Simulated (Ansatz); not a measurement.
# Course of a relaxation: HfB

Recipe of this trial structure of HfB: random cell by space group and Wyckoff sites (P4/mmm, No. 123). The dimensions are guesses.

```yaml
crystal:
  lattice:
    - [3.78758, 0.00000, 0.00000]
    - [0.00000, 3.78758, 0.00000]
    - [0.00000, 0.00000, 3.64289]
  atoms:
    - { symbol: Hf, position: [0.00000, 0.50000, 0.00000] }
    - { symbol: Hf, position: [0.50000, 0.00000, 0.00000] }
    - { symbol: B, position: [0.00000, 0.00000, 0.30269] }
    - { symbol: B, position: [0.00000, 0.00000, 0.69731] }
```

Method: Ansatz, DFT PBE, scalar-relativistic, plane waves, PAW. Cutoff 420 eV, Gaussian smearing, Γ-centred meshes. Cell and atoms relax first on a coarse mesh and then on a finer one. In between, the cell is made exact in the group found at 0.06 Å. In metals the finer mesh still leaves noise of several meV/atom or more. The steps can't lower the symmetry of their start. No spin polarisation.

Steps on the 4×4×6 mesh (4 atoms, 15 steps). The free energy counts from the last step; the plane-wave basis is renewed at times, which shifts energy and pressure.

```tsv
step	ΔF (meV/atom)	V (Å³/atom)	P (GPa)	largest force component (eV/Å)
1	1105.0	13.07	59.87	1.438
2	630.7	14.65	30.17	1.757
3	377.4	16.11	11.82	1.622
4	244.5	17.08	0.15	1.263
5	171.0	17.14	-2.92	0.072
6	101.9	16.74	-1.56	0.809
7	46.9	16.24	2.72	0.061
8	45.7	16.67	-1.01	0.157
9	51.0	16.71	-1.65	1.425
10	44.1	16.60	-0.47	0.045
11	43.9	16.54	-0.01	0.001
12	5.0	16.54	2.67	0.016
13	0.5	16.86	0.59	0.001
14	0.2	16.95	0.02	0.004
15	0.0	16.95	0.02	0.004
```

The relaxed structure, after a last relaxation on the converged mesh:

Space group P4/mmm (No. 123). a = 4.671 Å, b = 4.671 Å, c = 3.103 Å, α = 90.00°, β = 90.00°, γ = 90.00°
```csv
atom,site,symmetry,x,y,z
Hf,2f,mmm.,0.0000,0.5000,0.0000
B,2g,4mm,0.0000,0.0000,0.2491
```

The symmetry stays P4/mmm (No. 123). The volume per atom grows by 29.5 %, from 13.1 to 16.9 Å³. The shortest distance goes from 1.44 Å (B–B) to 1.55 Å (B–B). The ratio c/a of the conventional cell changes by a factor of 0.69. The energy falls by about 1.1 eV/atom (the start's value is from the coarse mesh). Hf has 4 B at 2.46 Å and 2 Hf at 3.10 Å; around B lie 2 B at 1.55–1.56 Å and 4 Hf at 2.46 Å.

```yaml
Volume_per_atom: 16.92 Å³
Density: 9.29 g/cm³
Formation_energy: +0.37 eV/atom
Gap_on_the_10×10×14_mesh_of_the_4-atom_cell: 0 eV (a metal)
```

Energies over the elements count from the elements' standard structures at the same level, with no fitted energy shifts.

The last run used Gaussian smearing of 0.10 eV. Spin–orbit coupling, which can matter for Hf, is left out. A structure relaxed within its symmetry needn't be a true minimum. In all, the 3 runs took 120 s on 1 thread of Intel(R) Xeon(R) Platinum 8488C (Sapphire Rapids), on a shared host. Another cell of HfB relaxed alike, in Fm-3m, lies 0.79 eV/atom lower, so this cell isn't the stable form at this level.
